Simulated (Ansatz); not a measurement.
Ansatz (a quantum-chemistry and plane-wave program) input:

Ansatz 0.2 input:
```yaml
crystal:
  lattice:
    - [1.8155794302, -4.7221622891, 0.0]
    - [1.8155794302, 4.7221622891, 0.0]
    - [0.0, 0.0, 9.5309560274]
  atoms:
    - { symbol: Ti, position: [0.127717307, 0.872282693, 0.0617436258] }
    - { symbol: Ti, position: [0.872282693, 0.127717307, 0.5617436258] }
    - { symbol: Al, position: [0.1421286974, 0.8578713026, 0.4315867313] }
    - { symbol: Al, position: [0.8578713026, 0.1421286974, 0.9315867313] }
    - { symbol: Al, position: [0.1902242095, 0.8097757905, 0.7540502495] }
    - { symbol: Al, position: [0.8097757905, 0.1902242095, 0.2540502495] }
    - { symbol: O, position: [0.0573616897, 0.9426383103, 0.6124604725] }
    - { symbol: O, position: [0.9426383103, 0.0573616897, 0.1124604725] }
    - { symbol: O, position: [0.0444387564, 0.9555612436, 0.8804561068] }
    - { symbol: O, position: [0.9555612436, 0.0444387564, 0.3804561068] }
    - { symbol: O, position: [0.2460364067, 0.7539635933, 0.254026542] }
    - { symbol: O, position: [0.7539635933, 0.2460364067, 0.754026542] }
    - { symbol: O, position: [0.3160737008, 0.6839262992, 0.5796160605] }
    - { symbol: O, position: [0.6839262992, 0.3160737008, 0.0796160605] }
    - { symbol: O, position: [0.3075379516, 0.6924620484, 0.9260702118] }
    - { symbol: O, position: [0.6924620484, 0.3075379516, 0.4260702118] }
kpoints:
  mp_grid: { grid: [8, 8, 3] }
hamiltonian:
  xc: pbesol
  pseudopotentials: { kind: paw }
scf:
  occupations: { method: fixed }
elastic: { mode: relaxed_ion, stencil: two_point, amplitude: 0.005, f_tol: 0.0005 }
output: { polarization: {} }
```

Output (shortened):

```
Pseudopotential: Ti, paw, valence charge 12
Pseudopotential: Al, paw, valence charge 3
Pseudopotential: O, paw, valence charge 6
Functional definition: PBEsol
Crystal: 16 atoms, lattice volume = 163.427 Å³
Basis set: ecut = 420 eV, 3163 PW (Γ), exchange–correlation on 72×72×144 points (8 copies of the dense FFT grid, shifted against one another)
Bands: 64, of which v1, the nominal top of the filled ones, is band 48 counted from 1 (47 counted from 0)
Symmetry: 4 space group operations
Space group: Cmc21 (ITA 36), of the structure as read, at distance tolerance 5.5e-5 Å
k-points: 42 of 192 (time reversal used)
SCF 1 converged in 16 iterations: F = -12678.038802 eV  dr2 = 3.76e-14
Crystal: 16 atoms, lattice volume = 162.609 Å³
Basis set: ecut = 420 eV, 3147 PW (Γ), exchange–correlation on 72×72×144 points (8 copies of the dense FFT grid, shifted against one another)
SCF 2 converged in 16 iterations: F = -12678.033404 eV  dr2 = 7.36e-14
relax step   1: F+E_penalty+E_count = -12678.03340412 eV  Δ(F+E_penalty+E_count) = +0.000e0 eV  max|allowed force component| = 1.142e-1 eV/Å  Δτ_max = 0.0000 Å  (16 SCF iters, accepted)
Crystal: 16 atoms, lattice volume = 162.609 Å³
SCF 3 converged in 13 iterations: F = -12678.034060 eV  dr2 = 9.61e-14
relax step   2: F+E_penalty+E_count = -12678.03406003 eV  Δ(F+E_penalty+E_count) = -6.559e-4 eV  max|allowed force component| = 5.055e-2 eV/Å  Δτ_max = 0.0026 Å  (13 SCF iters, accepted)
Crystal: 16 atoms, lattice volume = 162.609 Å³
SCF 4 converged in 13 iterations: F = -12678.034218 eV  dr2 = 3.82e-14
relax step   3: F+E_penalty+E_count = -12678.03421820 eV  Δ(F+E_penalty+E_count) = -1.582e-4 eV  max|allowed force component| = 5.227e-3 eV/Å  Δτ_max = 0.0017 Å  (13 SCF iters, accepted)
Crystal: 16 atoms, lattice volume = 162.609 Å³
SCF 5 converged in 10 iterations: F = -12678.034224 eV  dr2 = 8.80e-14
relax step   4: F+E_penalty+E_count = -12678.03422386 eV  Δ(F+E_penalty+E_count) = -5.661e-6 eV  max|allowed force component| = 2.866e-3 eV/Å  Δτ_max = 0.0003 Å  (10 SCF iters, accepted)
Crystal: 16 atoms, lattice volume = 162.609 Å³
SCF 6 converged in 12 iterations: F = -12678.034229 eV  dr2 = 1.61e-14
relax step   5: F+E_penalty+E_count = -12678.03422907 eV  Δ(F+E_penalty+E_count) = -5.211e-6 eV  max|allowed force component| = 2.087e-3 eV/Å  Δτ_max = 0.0011 Å  (12 SCF iters, accepted)
Crystal: 16 atoms, lattice volume = 162.609 Å³
SCF 7 converged in 10 iterations: F = -12678.034230 eV  dr2 = 5.03e-14
relax step   6: F+E_penalty+E_count = -12678.03422999 eV  Δ(F+E_penalty+E_count) = -9.205e-7 eV  max|allowed force component| = 9.748e-4 eV/Å  Δτ_max = 0.0002 Å  (10 SCF iters, accepted)
Crystal: 16 atoms, lattice volume = 162.609 Å³
SCF 8 converged in 9 iterations: F = -12678.034230 eV  dr2 = 4.14e-14
relax step   7: F+E_penalty+E_count = -12678.03423010 eV  Δ(F+E_penalty+E_count) = -1.080e-7 eV  max|allowed force component| = 1.973e-4 eV/Å  Δτ_max = 0.0001 Å  (9 SCF iters, accepted)
Crystal: 16 atoms, lattice volume = 162.609 Å³
SCF 9 converged in 10 iterations: F = -12678.034230 eV  dr2 = 9.98e-16
Crystal: 16 atoms, lattice volume = 164.244 Å³
Basis set: ecut = 420 eV, 3187 PW (Γ), exchange–correlation on 72×72×144 points (8 copies of the dense FFT grid, shifted against one another)
SCF 10 converged in 16 iterations: F = -12678.033770 eV  dr2 = 8.33e-14
relax step   1: F+E_penalty+E_count = -12678.03376958 eV  Δ(F+E_penalty+E_count) = +0.000e0 eV  max|allowed force component| = 1.110e-1 eV/Å  Δτ_max = 0.0000 Å  (16 SCF iters, accepted)
Crystal: 16 atoms, lattice volume = 164.244 Å³
[...]
Crystal: 16 atoms, lattice volume = 163.426 Å³
SCF 92 converged in 9 iterations: F = -12678.037827 eV  dr2 = 6.56e-14
relax step   5: F+E_penalty+E_count = -12678.03782734 eV  Δ(F+E_penalty+E_count) = -2.576e-7 eV  max|allowed force component| = 1.351e-4 eV/Å  Δτ_max = 0.0002 Å  (9 SCF iters, accepted)
Crystal: 16 atoms, lattice volume = 163.426 Å³
SCF 93 converged in 10 iterations: F = -12678.037827 eV  dr2 = 7.62e-16
SCF converged after 16 iterations
Free energy (F): -12678.038802 eV
Harris-Foulkes:  -12678.038802 eV  (|F-HF|=3.64e-12)
Internal energy: -12678.038802 eV  (E = F + TS)
E sigma→0 (E₀):  -12678.038802 eV
Fermi energy:    6.506566 eV
--- Per-component energies (eV) ---
  E_band       = -467.409226
  E_kinetic    = 2422.469090
  E_local      = -6236.551938  (includes V_loc(G=0)·N_el)
  E_nonlocal   = 527.147097
  E_hartree    = 2419.705813
  E_xc         = -1091.465306
  E_vxc        = -1310.671425  (∫ρ·V_xc dr)
  E_paw        = -5386.264959  (= ΣΔE_a)
  E_vpaw       = -709.238822  (= ΣTr[D̂ρ^β])
  E_aug_tail   = 0.025151  (compensation charges beyond the density's cutoff)
  E_ewald      = -5333.811954
  E_core_change = 0.708204  (= ΣΔE_core)
  E_smearing   =  0.000000  (= −TS)
  E_closure    =  0.000000  (closes the sum)
  Σ components = -12678.038802   (vs F -12678.038802, Δ=0.00e0)
--- Forces (eV/Å), atoms counted from 1 ---
  atom   1  Ti     0.00000000    -0.00039058     0.00005766
  atom   2  Ti     0.00000000     0.00039058     0.00005766
  atom   3  Al     0.00000000    -0.00009385    -0.00028901
  atom   4  Al     0.00000000     0.00009385    -0.00028901
  atom   5  Al     0.00000000     0.00010290     0.00035172
  atom   6  Al     0.00000000    -0.00010290     0.00035172
  atom   7  O      0.00000000    -0.00023411     0.00003213
  atom   8  O      0.00000000     0.00023411     0.00003213
  atom   9  O      0.00000000     0.00012972    -0.00015149
  atom  10  O      0.00000000    -0.00012972    -0.00015149
  atom  11  O      0.00000000    -0.00037049    -0.00018338
  atom  12  O      0.00000000     0.00037049    -0.00018338
  atom  13  O      0.00000000    -0.00032930     0.00001884
  atom  14  O      0.00000000     0.00032930     0.00001884
  atom  15  O      0.00000000    -0.00028279     0.00016312
  atom  16  O      0.00000000     0.00028279     0.00016312
  max |Σ_I F_I| component: 8.38e-7 eV/Å
--- Stress (GPa, compression-positive) ---
       -0.002740       0.000000       0.000000
        0.000000      -0.001863       0.000000
        0.000000       0.000000       0.004142
  P = ⅓ Tr σ = -0.0002 GPa (-0.002 kbar)
--- Band table (eV; the first three rows and the last of 42) ---
  k-point 0: bands = ["-49.1536", "-49.1536", "-25.6468", "-25.6464", "-25.5639", "-25.5618", "-25.5327", "-25.5327", "-11.8477", "-11.1965", "-11.0230", "-10.1850", "-9.8885", "-9.7593", "-9.6983", "-9.4603", "-9.2854", "-9.1354", "0.7510", "1.2325", …
  k-point 1: bands = ["-49.1536", "-49.1536", "-25.6467", "-25.6465", "-25.5634", "-25.5623", "-25.5327", "-25.5327", "-11.7558", "-11.4987", "-10.6792", "-10.3238", "-9.9185", "-9.8661", "-9.5417", "-9.3839", "-9.3221", "-9.1913", "0.9026", "1.1570", …
  k-point 2: bands = ["-49.1530", "-49.1530", "-25.6463", "-25.6458", "-25.5633", "-25.5614", "-25.5517", "-25.5516", "-11.7435", "-11.1050", "-10.9440", "-10.1361", "-9.9062", "-9.7426", "-9.6980", "-9.4879", "-9.2828", "-9.2029", "0.6770", "1.0273", …
  k-point 41: bands = ["-49.1536", "-49.1536", "-25.6508", "-25.6508", "-25.5625", "-25.5624", "-25.5329", "-25.5329", "-11.4107", "-11.2025", "-10.5718", "-10.3408", "-10.2868", "-10.1527", "-9.6397", "-9.4401", "-9.3554", "-9.2878", "1.2410", "1.3668", …
--- Elastic constants: 6 strain directions × 2 members + reference (group order 4) ---
  dense FFT box of the reference and of every strained cell: 36×36×72
  strains applied: 11, 22, 33, 23, 13, 12; error gains …
  C = ∂σ_k/∂η_j (tension-positive GPa; Voigt order 11 22 33 23 13 12):
       354.229    159.185    143.791      0.000      0.000      0.000
       159.165    342.526     90.151      0.000      0.000      0.000
       143.801     90.142    331.678      0.000      0.000      0.000
         0.000      0.000      0.000     82.246      0.000      0.000
         0.000      0.000      0.000      0.000    128.456      0.000
         0.000      0.000      0.000      0.000      0.000     70.222
  reference stress σ⁰ (GPa):      0.003      0.002     -0.004      0.000      0.000      0.000
  moduli (Voigt/Reuss/Hill, GPa): K = 201.63/198.93/200.28   G = 98.54/92.98/95.76   E = 247.79   ν = 0.294
  mechanically stable: yes (min eigenvalue of sym C = 70.22 GPa)
  e, the proper piezoelectric tensor (elastic.mode: relaxed_ion; C/m²; rows x y z; Voigt order 11 22 33 23 13 12):
       0.00000    0.00000    0.00000    0.00000   -0.00557    0.00000
       0.00000    0.00000    0.00000    0.33662    0.00000    0.00000
       0.17657   -0.64552   -0.05073    0.00000    0.00000    0.00000
  ±, each entry's uncertainty from the finite density of the strings (C/m²), an estimate: the size of the correction for it that the entry includes:
       0.00000    0.00000    0.00000    0.00000    0.00215    0.00000
       0.00000    0.00000    0.00000    0.00025    0.00000    0.00000
       0.00024    0.00314    0.00415    0.00000    0.00000    0.00000
  strain η (Voigt 11):  stress-route row diagonal C_11 = 354.23 GPa, energy-path curvature d²(F+E_count+ΔE)/dδ²/Ω₀ = 355.06 GPa
         δ    σ_11 (GPa)             F (eV)   n_scf  n_hpsi   n_pw
    -5.000e-3      -1.8033      -12678.0342301      10   41992   3207   relax 7 steps, max|allowed force component| 1.97e-4 eV/Å
     5.000e-3       1.7389      -12678.0345444      10   41873   3231   relax 7 steps, max|allowed force component| 9.44e-5 eV/Å
  strain η (Voigt 22):  stress-route row diagonal C_22 = 342.53 GPa, energy-path curvature d²(F+E_count+ΔE)/dδ²/Ω₀ = 342.48 GPa
         δ    σ_22 (GPa)             F (eV)   n_scf  n_hpsi   n_pw
    -5.000e-3      -1.7272      -12678.0343445      10   41781   3204   relax 7 steps, max|allowed force component| 2.06e-4 eV/Å
     5.000e-3       1.6981      -12678.0342655      10   42047   3235   relax 7 steps, max|allowed force component| 2.09e-4 eV/Å
  strain η (Voigt 33):  stress-route row diagonal C_33 = 331.68 GPa, energy-path curvature d²(F+E_count+ΔE)/dδ²/Ω₀ = 331.84 GPa
         δ    σ_33 (GPa)             F (eV)   n_scf  n_hpsi   n_pw
    -5.000e-3      -1.6909      -12678.0347542      10   40816   3202   relax 7 steps, max|allowed force component| 1.71e-4 eV/Å
     5.000e-3       1.6259      -12678.0346128      10   42026   3236   relax 7 steps, max|allowed force component| 3.21e-4 eV/Å
  strain η (Voigt 23):  stress-route row diagonal C_44 = 82.25 GPa, energy-path curvature d²(F+E_count+ΔE)/dδ²/Ω₀ = 82.18 GPa
         δ    σ_23 (GPa)             F (eV)   n_scf  n_hpsi   n_pw
    -5.000e-3      -0.4112      -12678.0378010      10   57003   3219   relax 8 steps, max|allowed force component| 1.30e-4 eV/Å
     5.000e-3       0.4112      -12678.0378010      10   57008   3219   relax 8 steps, max|allowed force component| 1.30e-4 eV/Å
  strain η (Voigt 13):  stress-route row diagonal C_55 = 128.46 GPa, energy-path curvature d²(F+E_count+ΔE)/dδ²/Ω₀ = 128.64 GPa
         δ    σ_13 (GPa)             F (eV)   n_scf  n_hpsi   n_pw
    -5.000e-3      -0.6423      -12678.0372741      10   56934   3221   relax 6 steps, max|allowed force component| 3.83e-4 eV/Å
     5.000e-3       0.6423      -12678.0372741      10   56966   3221   relax 6 steps, max|allowed force component| 3.83e-4 eV/Å
  strain η (Voigt 12):  stress-route row diagonal C_66 = 70.22 GPa, energy-path curvature d²(F+E_count+ΔE)/dδ²/Ω₀ = 70.28 GPa
         δ    σ_12 (GPa)             F (eV)   n_scf  n_hpsi   n_pw
    -5.000e-3      -0.3511      -12678.0378273      10   68322   3225   relax 5 steps, max|allowed force component| 1.35e-4 eV/Å
     5.000e-3       0.3511      -12678.0378273      10   68322   3225   relax 5 steps, max|allowed force component| 1.35e-4 eV/Å
--- Formal polarisation (Berry phase): one branch of a lattice of values; only differences between neighbouring runs are physical ---
  axis  mesh            electronic          ionic      p = total  spread (rad)  least overlap  resolved gap  δp at fixed H ≤   (phases in cycles; p mod 1 …
  b1    8×8×3           0.00000000    48.00000000    48.00000000      0.000140         0.9659        3.4049           1.6e-5
  b2    8×8×3           0.00000000    48.00000000    48.00000000      0.000140         0.9659        3.4049           1.6e-5
  b3    8×8×3           0.92662619    44.62722163    45.55384782      0.096799         0.9656        3.4049           6.3e-6
  quantum along a1:   0.03095681 e/Å² =    49.598275 µC/cm²
  quantum along a2:   0.03095681 e/Å² =    49.598275 µC/cm²
  quantum along a3:   0.05831951 e/Å² =    93.438151 µC/cm²
  P = (  1.06650737,   0.00000000,   2.65667793) e/Å² = ( 1708.733196,     0.000000,  4256.467310) µC/cm²  (mod the quanta)
```

Cost: around 90 core-minutes (rough) on shared cores.

Space group Cmc2_1. The first step of the workflow began from a Materials Project structure, measured or hypothetical; the Crystallography Open Database copy checked does not list it. Whether it is the stable phase at ambient conditions was not checked. The cell was relaxed with PBEsol under the symmetry of its start; its stability against distortions is not shown here. No spin polarisation was allowed.

Potentials: the later of the program's two PAW sets.

Ansatz is a plane-wave DFT program.
